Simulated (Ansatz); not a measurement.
Al (fcc, Cu type)

```
Al
1.0
    4.03999     0.00000     0.00000
    0.00000     4.03999     0.00000
    0.00000     0.00000     4.03999
Al
4
Cartesian
  0.00000   0.00000   0.00000
  2.01999   2.01999   0.00000
  2.01999   0.00000   2.01999
  0.00000   2.01999   2.01999
```

In this cell atom 4 (Al, nearest neighbour Al at 2.857 Å; its periodic images, 4.0 Å or more away, move with it) is moved by s along Cartesian z, unit vector (0.000, 0.000, 1.000); all other atoms and the cell stay fixed.

Computed with PBE (plane waves to 420 eV, PAW, scalar-relativistic; Ansatz, an electronic-structure program). k mesh 9×9×9 (Γ-centred), Fermi-Dirac smearing 0.05 eV. The energy includes the smearing's −TS. With partly filled bands, energies and forces of such displacements shift with the k mesh and the smearing. On this mesh the relaxed cell isn't quite at rest: it carries a pressure of 0.2 GPa (compression positive) at the zero of the scan. Al was relaxed with its symmetry unable to fall. The PAW data are Ansatz's earlier set. The zero of ΔE is the undisplaced structure.

Question: Estimate the ΔE (eV/cell) for s (Å) = -0.290, -0.232, -0.174, -0.058, 0.290.

Answer: 
```csv
s (Å),ΔE (eV/cell)
-0.290,0.189
-0.232,0.119
-0.174,0.067
-0.058,0.007
0.290,0.189
```

(A displaced cell: forces are minus the slopes of the energy, force constants its curvatures, and phonons follow from these.)
